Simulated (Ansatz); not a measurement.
Total density of states per atom from plane-wave PAW PBE+D3(BJ) (Ansatz code), in 0.25 eV bins, energy from the Fermi level:

```json
[
 {"E (eV)": "-7.85", "states/eV/atom": "0.06"},
 {"E (eV)": "-7.60", "states/eV/atom": "0.07"},
 {"E (eV)": "-7.35", "states/eV/atom": "0.10"},
 {"E (eV)": "-7.10", "states/eV/atom": "0.16"},
 {"E (eV)": "-6.85", "states/eV/atom": "0.22"},
 {"E (eV)": "-6.60", "states/eV/atom": "0.32"},
 {"E (eV)": "-6.35", "states/eV/atom": "0.16"},
 {"E (eV)": "-6.10", "states/eV/atom": "0.25"},
 {"E (eV)": "-5.85", "states/eV/atom": "0.34"},
 {"E (eV)": "-5.60", "states/eV/atom": "0.19"},
 {"E (eV)": "-5.35", "states/eV/atom": "0.35"},
 {"E (eV)": "-5.10", "states/eV/atom": "0.38"},
 {"E (eV)": "-4.85", "states/eV/atom": "0.33"},
 {"E (eV)": "-4.60", "states/eV/atom": "0.23"},
 {"E (eV)": "-4.35", "states/eV/atom": "0.24"},
 {"E (eV)": "-4.10", "states/eV/atom": "0.52"},
 {"E (eV)": "-3.85", "states/eV/atom": "0.33"},
 {"E (eV)": "-3.60", "states/eV/atom": "0.24"},
 {"E (eV)": "-3.35", "states/eV/atom": "0.40"},
 {"E (eV)": "-3.10", "states/eV/atom": "0.35"},
 {"E (eV)": "-2.85", "states/eV/atom": "0.37"},
 {"E (eV)": "-2.60", "states/eV/atom": "0.79"},
 {"E (eV)": "-2.35", "states/eV/atom": "0.41"},
 {"E (eV)": "-2.10", "states/eV/atom": "0.32"},
 {"E (eV)": "-1.85", "states/eV/atom": "0.35"},
 {"E (eV)": "-1.60", "states/eV/atom": "0.38"},
 {"E (eV)": "-1.35", "states/eV/atom": "0.49"},
 {"E (eV)": "-1.10", "states/eV/atom": "0.47"},
 {"E (eV)": "-0.85", "states/eV/atom": "0.37"},
 {"E (eV)": "-0.60", "states/eV/atom": "0.32"},
 {"E (eV)": "-0.35", "states/eV/atom": "0.24"},
 {"E (eV)": "-0.10", "states/eV/atom": "0.12"},
 {"E (eV)": "0.15", "states/eV/atom": "0.04"},
 {"E (eV)": "0.40", "states/eV/atom": "0.09"},
 {"E (eV)": "0.65", "states/eV/atom": "0.13"},
 {"E (eV)": "0.90", "states/eV/atom": "0.13"},
 {"E (eV)": "1.15", "states/eV/atom": "0.13"},
 {"E (eV)": "1.40", "states/eV/atom": "0.15"},
 {"E (eV)": "1.65", "states/eV/atom": "0.14"},
 {"E (eV)": "1.90", "states/eV/atom": "0.10"},
 {"E (eV)": "2.15", "states/eV/atom": "0.05"},
 {"E (eV)": "2.40", "states/eV/atom": "0.03"},
 {"E (eV)": "2.65", "states/eV/atom": "0.03"},
 {"E (eV)": "2.90", "states/eV/atom": "0.05"},
 {"E (eV)": "3.15", "states/eV/atom": "0.13"},
 {"E (eV)": "3.40", "states/eV/atom": "0.16"},
 {"E (eV)": "3.65", "states/eV/atom": "0.17"},
 {"E (eV)": "3.90", "states/eV/atom": "0.19"},
 {"E (eV)": "4.15", "states/eV/atom": "0.20"},
 {"E (eV)": "4.40", "states/eV/atom": "0.18"},
 {"E (eV)": "4.65", "states/eV/atom": "0.13"}
]
```

### Question
Which compound is it?
(A) B2O3, P-62c (O on 6h, B on 2d, B on 2b)
(B) BAs, Pnma (B on 4c, As on 4c)
(C) BC3, P6/mmm (B on 2c, C on 6l)
(D) CuC6, P6/mmm (C on 6j, Cu on 1b)

### Answer
C, BC3, P6/mmm (B on 2c, C on 6l). Within 0.5 eV of the Fermi level: C 2p 74 %, B 2p 25 %. Projections are on Löwdin-orthogonalised atomic valence shells; empty p or d shells of many metals are not among them.

The start of the workflow was typed in or built on a structure type; neither database checked (COD, Materials Project) lists it. Its standing as an ambient phase is unchecked. The cell was relaxed with PBE+D3(BJ) under the symmetry of its start; whether a distortion lowers the energy is not shown. Its formation energy is positive at this level, so the cell may be metastable or incomplete.

Potentials: the earlier of the program's two PAW sets.
